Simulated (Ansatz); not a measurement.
KBr (rock salt) is sheared across one {110} plane: the third cell vector gains the shift, so faults repeat every 7.0 Å. The cut lies between planes 2.34 Å apart; the cell height is held.

```yaml
crystal:
  lattice:
    - [4.67272, 0.00000, 0.00000]
    - [0.00000, 6.60822, 0.00000]
    - [2.33636, 3.30411, 7.00907]
  atoms:
    - { symbol: Br, position: [0.00000, 0.00000, 0.83333] }
    - { symbol: Br, position: [0.33333, 0.33333, 0.16667] }
    - { symbol: Br, position: [0.66667, 0.66667, 0.50000] }
    - { symbol: K, position: [0.00000, 0.50000, 0.83333] }
    - { symbol: K, position: [0.33333, 0.83333, 0.16667] }
    - { symbol: K, position: [0.66667, 0.16667, 0.50000] }
```

In-plane vectors a = (4.673, 0.000) Å, b = (0.000, 6.608) Å, area 30.88 Å². The shift is s times the vector a + b (length 8.093 Å), so s = 1 restores the start. The shift is rigid: no atom relaxes. γ = [E(shift) − E(0)] / area.

Method: r2SCAN (plane waves to 500 eV, PAW, scalar-relativistic; Ansatz, a program for electronic structure). k mesh 6×6×6 (Γ-centred), Fermi-Dirac smearing 0.05 eV. Energies are extrapolated to zero smearing. Stress and pressure are positive under compression. Faults lie only 7.0 Å apart, and holding the cell height and the atoms raises γ above its relaxed value. Left out: 5 of 12 points, with atoms too close for the PAW data. KBr was relaxed with its symmetry unable to fall. γ is measured from zero shift.

| s | γ (mJ/m²) | σ normal to the fault (GPa) |
|---|---|---|
| 0.000 | 0 | 0.0 |
| 0.083 | 91 | 0.4 |
| 0.167 | 327 | 1.1 |
| 0.250 | 728 | 2.3 |
| 0.750 | 728 | 2.3 |
| 0.833 | 327 | 1.1 |
| 0.917 | 91 | 0.4 |

(The slope of γ gives the shear force per area between the displaced halves; near zero shift its curvature is an elastic stiffness.)
